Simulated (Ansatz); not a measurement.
Question: Name crystals whose computed values (PBE in the plane-wave PAW code Ansatz) fall in these windows: electron conductivity mass (mₑ) 0.69 to 0.91; gap (eV) 3.3 to 4.1.

Answer: 

```tsv
crystal	electron conductivity mass (mₑ)	gap (eV)
SrZrO3, R3c (Sr on 6a, Zr on 6a, O on 18b)	0.84	3.74
HfO2, fluorite	0.85	3.75
```
Others may fit too.

Typed or built starts, not in the databases checked: SrZrO3, R3c (Sr on 6a, Zr on 6a, O on 18b). Not the usual ambient phase: HfO2, fluorite. All cells were relaxed under the symmetry of their starts (and spin orders); stability against distortions was not tested throughout. Rows with no word on spin ran without spin polarisation. Scalar-relativistic: spin–orbit coupling is off unless named, which matters more the heavier the elements.

Potentials: the earlier of the program's two PAW sets.
